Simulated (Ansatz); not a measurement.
Relaxed-ion elastic tensor of RbCl (rock salt, space group No. 225) in GPa (Voigt order), PBEsol in the plane-wave PAW code Ansatz; density 2.87 g/cm³, 35.02 Å³ per atom.

```
      1     2     3    4    5    6
-  ----  ----  ----  ---  ---  ---
1  38.7   5.4   5.4  0.0  0.0  0.0
2   5.4  38.7   5.4  0.0  0.0  0.0
3   5.4   5.4  38.7  0.0  0.0  0.0
4   0.0   0.0   0.0  5.1  0.0  0.0
5   0.0   0.0   0.0  0.0  5.1  0.0
6   0.0   0.0   0.0  0.0  0.0  5.1
```

Problem. Is the crystal mechanically stable?

Solution. Yes: the smallest eigenvalue of C is 5.1 GPa.

Problem. Work out the Voigt, Reuss and Hill averages.

Solution. K_V = 16.5, K_R = 16.5, K_H = 16.5; G_V = 9.7, G_R = 7.0, G_H = 8.4 GPa.

Problem. Give Young's modulus, Poisson's ratio, Pugh's ratio and the universal anisotropy index.

Solution. E = 9KG/(3K + G) = 21.5 GPa; ν = 0.28; K/G = 1.97 (ductile by the Pugh limit of 1.75); A_U = 5G_V/G_R + K_V/K_R − 6 = 1.90.

Problem. Estimate the sound speeds and the Debye temperature.

Solution. v_l = √((K + 4G/3)/ρ) = 3110 m/s, v_t = √(G/ρ) = 1710 m/s, mean 1900 m/s; Θ = (h/k)(3n/4πV)^(1/3) v_m = 173 K.

Problem. Give the Zener ratio and Young's modulus along [100], [110] and [111].

Solution. A = 2C44/(C11 − C12) = 0.30; 1/E = S11 − 2(S11 − S12 − S44/2)Γ with Γ = 0, 1/4, 1/3 gives 37.4, 16.4, 13.8 GPa.

Space group Fm-3m (rock salt). The PBEsol relaxation kept the symmetry of its start.

Potentials: the later of the program's two PAW sets.
